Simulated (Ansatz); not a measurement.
Ni (fcc (Cu type), Fm-3m) under volume change, DFT-PBEsol in the program Ansatz with PAW potentials, scaled uniformly.

```tsv
V (Å³/atom)	E − E(relaxed) (meV/atom)	P (GPa)
9.453	72.8	27.35
9.764	30.4	16.60
10.076	7.1	7.58
10.387	0.0	0.00
10.699	6.4	-6.35
11.011	24.1	-11.68
11.322	51.3	-16.14
```

Question: What does a third-order Birch–Murnaghan fit give for V₀, B₀ and B′?

Answer: V₀ = 10.39 Å³/atom, B₀ = 231 GPa, B′ = 4.8.

Symmetry was held in the PBEsol relaxation. Magnetic state: ferromagnetic, chosen from 3 collinear starts compared on coarse meshes (ties went to the first, and starts can fall back to one state), not a proven ground state. Textbook magnetic order: ferromagnetic.

Potentials: the earlier of the program's two PAW sets.
